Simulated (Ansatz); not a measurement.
Starting cell, CsPbCl₃ (cubic perovskite):

```xyz
5
Lattice="5.7357 0.0000 0.0000 0.0000 5.7357 0.0000 0.0000 0.0000 5.7357" Properties=species:S:1:pos:R:3 pbc="T T T"
Cs     0.0000     0.0000     0.0000
Pb     2.8678     2.8678     2.8678
Cl     0.0000     2.8678     2.8678
Cl     2.8678     2.8678     0.0000
Cl     2.8678     0.0000     2.8678
```

Scan: atom 4 (Cl, nearest neighbour Pb at 2.868 Å; its periodic images, 5.7 Å or more away, move with it) is displaced along Cartesian z, direction (0.000, 0.000, 1.000) in Cartesian axes, by s. The other atoms stay.

The numbers are results of PBE (plane waves to 420 eV, PAW, scalar-relativistic; Ansatz, a quantum-chemistry and plane-wave program), not measurements. k mesh 5×5×5 (Γ-centred), Fermi-Dirac smearing 0.05 eV. The energy includes the smearing's −TS. CsPbCl3 was relaxed with its symmetry unable to fall. Spin-orbit coupling is left out, though Pb is heavy. The PAW data are Ansatz's earlier set. This is a high-temperature form of CsPbCl3. The zero of ΔE is the undisplaced structure.

| s (Å) | ΔE (meV/cell) |
|---|---|
| -0.860 | 3013 |
| -0.688 | withheld |
| -0.516 | 483 |
| -0.344 | 143 |
| -0.172 | 25 |
| 0.000 | 0 |
| 0.172 | 25 |
| 0.344 | 143 |
| 0.516 | 483 |
| 0.688 | withheld |
| 0.860 | 3013 |

### Question
Fit an even polynomial form (powers 2, 4, 6) to the given rows and predict ΔE at s = 0.688.

### Answer
Least squares on the 9 given rows: ΔE = (753.5)·s² + (3700)·s⁴ + (1068)·s⁶, in meV/cell with s in Å; root-mean-square residual 0.3 meV/cell. At 0.688 the fit gives 1299 meV/cell; the calculation gives 1291 meV/cell, so the interpolation is off by 8 (+0.6 %). The quadratic term alone would give 357 meV/cell.

(For displaced atoms, the force is minus the slope of the energy, and its curvature is a force constant, which sets phonon frequencies.)
